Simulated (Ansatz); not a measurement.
WC:
```xyz
6
Lattice="4.2044 0.0000 0.0000 0.0000 4.2044 0.0000 0.0000 0.0000 4.2044" Properties=species:S:1:pos:R:3 pbc="T T T"
W      0.0000     2.1022     2.1022
W      2.1022     0.0000     2.1022
W      2.1022     2.1022     0.0000
C      2.1022     0.0000     0.0000
C      0.0000     2.1022     0.0000
C      0.0000     0.0000     2.1022
```

Relaxed with r²SCAN. Special points in fractions of this cell's reciprocal vectors: Γ (0.000, 0.000, 0.000); X (0.000, 0.500, 0.000); M (0.500, 0.500, 0.000); R (0.500, 0.500, 0.500).

Problem. List the band energies nearest the Fermi level at these points for r²SCAN in the plane-wave PAW code Ansatz.

Solution. In eV from the Fermi level; about four levels below and three above (degenerate sets whole), none deeper than 8.9 eV; points with the same levels are listed once.

| k | below | above |
|---|---|---|
| Γ | -3.02 -3.02 -3.02 -0.24 -0.24 -0.24 | 0.90 0.90 0.90 |
| X | -1.25 -1.25 -0.82 -0.05 | 0.34 0.34 0.68 |
| M | -2.35 -2.09 -0.88 -0.88 | 1.72 2.01 2.04 |
| R | -1.48 -1.48 -1.48 -0.32 -0.32 | 0.17 3.52 3.52 3.52 |

Space group Pm-3m. The start of the workflow was typed in or built on a structure type; neither database checked (COD, Materials Project) lists it. It is not the phase usual at ambient conditions (space group No. 187). The cell was relaxed with r²SCAN under the symmetry of its start; whether a distortion lowers the energy is not shown. No spin polarisation was allowed. Its formation energy is positive at this level, so the cell may be metastable or incomplete. Spin–orbit coupling is left out wherever it is not named.

Potentials: the earlier of the program's two PAW sets.
